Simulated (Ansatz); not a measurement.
Input:

TlBr:
```xyz
4
Lattice="5.7435 0.0000 0.0000 0.0000 5.7435 0.0000 0.0000 0.0000 4.1208" Properties=species:S:1:pos:R:3 pbc="T T T"
Tl     2.8717     0.0000     1.7412
Tl     0.0000     2.8717     2.3796
Br     0.0000     0.0000     0.0000
Br     2.8717     2.8717     0.0000
```

This is the PBE-relaxed structure.

**Question.** All from the program Ansatz at the PBE level (PAW), unless another level is named. Predict the band gap.

**Answer.** 2.12 eV (direct).

**Question.** Give the valence-band maximum.

**Answer.** at M.

**Question.** Predict the weight of the conduction-edge state by species (Voronoi cells).

**Answer.** Tl 69 %, Br 31 %.

**Question.** Next, the weight of the valence-edge state by species (Voronoi cells)?

**Answer.** Br 69 %, Tl 31 %.

Space group P4/nmm. The cell is a constructed one: a structure type filled with these elements; neither database checked (COD, Materials Project) lists it. COD files the formula under space group No. 221, so this cell is another polymorph or a model. Its standing as an ambient phase is unchecked. Symmetry was held in the PBE relaxation; whether a distortion lowers the energy is not shown. A crystal of weakly bound layers computed without a dispersion correction: the cell and the soft elastic constants depend strongly on that. Spin–orbit coupling is left out wherever it is not named.

Potentials: the later of the program's two PAW sets.
